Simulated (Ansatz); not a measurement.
# CaF3: pressure against volume

CaF3, I4/mmm, a = 3.787 Å, c = 6.202 Å. The structure is a Materials Project entry; whether it is the stable form wasn't checked. Ansatz: PBEsol, PAW, 420 eV, Γ-centred 16×16×16 mesh on 4 atoms, Gaussian smearing 0.10 eV; collinear spin, largest moment 0.5 μB. Shape and atoms are relaxed at each volume; pressure is positive in compression.

```tsv
V (Å³/atom)	P (GPa)
10.117	?
10.451	6.03
10.784	2.75
11.118	-0.03
11.451	-2.37
11.785	-4.32
```

Task: Take V0 = 11.118 Å³/atom, count pressures from its P0 = -0.03 GPa, fit the third-order Birch–Murnaghan form to the other rows, and predict the missing pressure.

Result: With the Eulerian strain f = ½[(V0/V)^(2/3) − 1] and y = (P − P0)/[3f(1 + 2f)^(5/2)], the form is the line y = B0 + 1.5 B0 (B0′ − 4) f. Rows (f, y): 0.02105, 86.6; 0.01027, 85.8; -0.00974, 84.1; -0.01905, 82.7. Means f = 0.0006325, y = 84.800; Σ(Δf)² = 0.001005, ΣΔfΔy = 0.09498; the slope is their ratio. y = 84.74 + 94.53 f GPa, so B0 = 84.7 GPa and B0′ = 4 + 2 × (94.53)/(3 × 84.74) = 4.74. At V = 10.117, f = 0.03246, y = 87.81 and P = 9.98 GPa. The run gave 9.93 GPa, so the fit is 0.05 GPa too high, a small miss on the scale of the series. The form still works here, 25 % of the fitted range beyond its end.